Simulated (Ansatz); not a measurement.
Consider the following.

PtSb$_{2}$ (space group Pa-3)

```
CELL_PARAMETERS angstrom
      6.46312     0.00000     0.00000
      0.00000     6.46312     0.00000
      0.00000     0.00000     6.46312
ATOMIC_POSITIONS crystal
  Sb 0.37456 0.12544 0.87456
  Sb 0.62544 0.87456 0.12544
  Sb 0.12544 0.87456 0.37456
  Sb 0.87456 0.12544 0.62544
  Sb 0.87456 0.37456 0.12544
  Sb 0.12544 0.62544 0.87456
  Sb 0.62544 0.62544 0.62544
  Sb 0.37456 0.37456 0.37456
  Pt 0.00000 0.50000 0.50000
  Pt 0.50000 0.50000 0.00000
  Pt 0.50000 0.00000 0.50000
  Pt 0.00000 0.00000 0.00000
```

This relaxed cell (volume V₀) is scaled evenly in all directions, its shape held. The atoms relax within the cell's symmetry.

All values below come from PBEsol (plane waves to 420 eV, PAW, scalar-relativistic; Ansatz, an electronic-structure program). k mesh 6×6×6 (Γ-centred), Fermi-Dirac smearing 0.05 eV. E stands for the smeared free energy. Stress and pressure are positive under compression. At this level the bands of PtSb2 touch or barely overlap; measurements give the solid a gap. PtSb2 is run without spin polarisation. PtSb2 was relaxed with its symmetry unable to fall. Spin-orbit coupling is left out, though Pt and Sb are heavy. The zero of ΔE is the relaxed starting cell.

The scan covers V/V₀ from 0.900 to 1.100 in 13 points.

Problem. What is ΔE at V/V₀ = 1.100?

Solution. 70 meV/atom.

Problem. What is ΔE at V/V₀ = 0.900?

Solution. 105 meV/atom.

Problem. What pressure does the cell carry at V/V₀ = 0.900?

Solution. 16.6 GPa.

(A scan under strain: stresses follow from slopes of the energy per volume, elastic moduli from its curvatures.)
